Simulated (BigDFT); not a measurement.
A self-consistent single point of the molecule C2Br3Cl with BigDFT.

Level of theory: BigDFT with LDA (Teter-Pade), Daubechies wavelet basis, HGH (Krack) norm-conserving potentials made for LDA, isolated boundary conditions.

SMILES: ClC(Br)=C(Br)Br
```xyz
6

Cl    -1.1909    -1.8028     0.4046
C     -0.6489    -0.1595     0.1778
Br    -1.9955     1.1205     0.4632
C      0.6215     0.1302    -0.1691
Br     1.9545    -1.1740    -0.4497
Br     1.2593     1.8857    -0.4268
```

Reference input (self-consistent single point, DFT, LDA (Teter-Pade), Daubechies wavelet basis, HGH (Krack) norm-conserving potentials made for LDA, isolated boundary conditions): basis = Daubechies wavelets; dft.hgrids = 0.35 bohr; dft.rmult = 5 8; dft.ixc = 1; potentials = built-in HGH-K LDA; boundary_conditions = free; dft.gnrm_cv = 1e-05; dft.itermax = 80; dft.idsx = 6; dft.nrepmax = 3. This run's input differs from it in these lines:

```diff
@@ -3,3 +3,3 @@
   hgrids: 0.35
-  rmult: [5, 8]
+  rmult: [5, 3]
   ixc: 1
```

The program printed (abridged):

```
  #------------------------------------------------------------------- Self-Consistent Cycle
 Ground State Optimization:
 - Hamiltonian Optimization: &itrp001
   - Subspace Optimization: &itrep001-01
       Wavefunctions Iterations:
 iter:  1, EKS: -6.64565268756643661E+01, gnrm:  1.71E-01, D:  4.42E-01,
 iter:  2, EKS: -6.66923672559374126E+01, gnrm:  6.74E-02, D: -2.36E-01,
 iter:  3, EKS: -6.67275508478886934E+01, gnrm:  2.86E-02, D: -3.52E-02,
 iter:  4, EKS: -6.67414596900016619E+01, gnrm:  1.43E-02, D: -1.39E-02,
 iter:  5, EKS: -6.67431936698944241E+01, gnrm:  6.87E-03, D: -1.73E-03,
   [... lines left out ...]
 iter:  11, EKS: -6.67440356110173809E+01, gnrm:  1.90E-04, D: -2.38E-06,
 iter:  12, EKS: -6.67440364431158173E+01, gnrm:  1.17E-04, D: -8.32E-07,
 iter:  13, EKS: -6.67440368176751804E+01, gnrm:  7.04E-05, D: -3.75E-07,
 iter:  14, EKS: -6.67440369562995386E+01, gnrm:  3.78E-05, D: -1.39E-07,
 iter:  15, EKS: -6.67440369897552301E+01, gnrm:  2.28E-05, D: -3.35E-08,
 iter:  16, EKS: -6.67440370018529734E+01, gnrm:  1.23E-05, D: -1.21E-08,
 iter:  17, EKS: -6.67440370053727179E+01, gnrm:  7.33E-06, D: -3.52E-09,
       -  &FINAL001  { #---------------------------------------------------------- iter: 18
 iter:  18, EKS: -6.67440370069301991E+01, gnrm:  7.33E-06, D: -1.56E-09,  #FINAL
        #Eigenvalues and New Occupation Numbers
       Orbitals: [
   [... 15 lines left out ...]
 Last Iteration                        : *FINAL001
  #---------------------------------------------------------------------- Forces Calculation
 Total electronic charge               :  35.999999875793
 Electric Dipole Moment (AU):
   P vector                            :  [  2.242423E-02,  1.031160E-01, -2.151264E-02 ]
   norm(P)                             :  1.07696577E-01
 Electric Dipole Moment (Debye):
   P vector                            :  [  5.69967E-02,  2.620947E-01, -5.467966E-02 ]
   norm(P)                             :  2.73737368E-01
 BigDFT infocode                       :  0
   [... lines left out ...]
 -  {C: [ 3.142389638846E-03,  2.906564241206E-03,  6.394032741413E-04]} # 0004
 -  {Br: [-1.371898329338E-02,  5.426879746620E-03,  2.263679465854E-03]} # 0005
 -  {Br: [-9.772698761423E-03, -1.094905836080E-02,  2.254695634006E-03]} # 0006
 Energy (Hartree)                      : -6.67440370069301991E+01
 Force Norm (Hartree/Bohr)             :  3.74071098446233444E-02
```

The run converged in 18 iterations. Against the reference run the free energy rises by 19.7 meV/atom and the largest force goes from 1.265 to 1.240 eV/Å.

The grid can part forces that symmetry would make equal. Forces above 1 eV/Å remain at this geometry. This run is one point of a test of settings, so its values need not be converged; read them against the reference run alone. The geometry comes from a cheaper method or was typed, in some cases with atoms then moved at random; it is not relaxed at this level, and the species need not be a known compound. A coarse multiplier of 5 or less cuts the tails of heavy atoms' orbitals, which raises levels.

Cost on one core: around 40 core-seconds (rough).
